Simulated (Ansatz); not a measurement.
**Al: energy along a strain**

Al, Fm-3m, a = 4.048 Å (as given, not relaxed at this level: -1.9 GPa). Ansatz: PBEsol, PAW, 420 eV, Γ-centred 20×20×20 mesh on 1 atom, Gaussian smearing 0.15 eV; no spin polarisation. Cell vectors (Å): 0.000 2.024 2.024; 2.024 0.000 2.024; 2.024 2.024 0.000. The cell is strained by x per cent times the pattern (0 0 0 0 1 0) in the order xx yy zz yz xz xy (engineering shears), with fractional coordinates held. y is the free energy over the start, V0 = 16.582 Å³/atom. Symmetry makes y even in x. Points with a strain past 8.5 % were computed too (4) and aren't used here.

| x (%) | y (meV/atom) |
| --- | --- |
| -7.50 | 9.03 |
| 0.00 | 0.00 |
| 1.87 | 0.55 |
| 3.75 | 2.22 |
| 5.62 | ? |

**Question.** Fit y = c2 x² + c4 x⁴ to the other rows, get the stiffness along the pattern, and predict the missing energy.

**Answer.** Least squares on the rows shown. y = 0.1570 x² + 6.307×10⁻⁵ x⁴. The clamped-ion stiffness p·C·p = 2 × 1.570 eV × 160.2 / 16.582 Å³ = 30 GPa, which is C55 in these axes (C44 of the cubic crystal) (second derivative at the start, which stands under stress). At x = 5.62 the fit asked for gives 5.02 meV/atom. The run gave 5.04 meV/atom, so the fit is 0.02 meV/atom too low, a small miss on the scale of the series.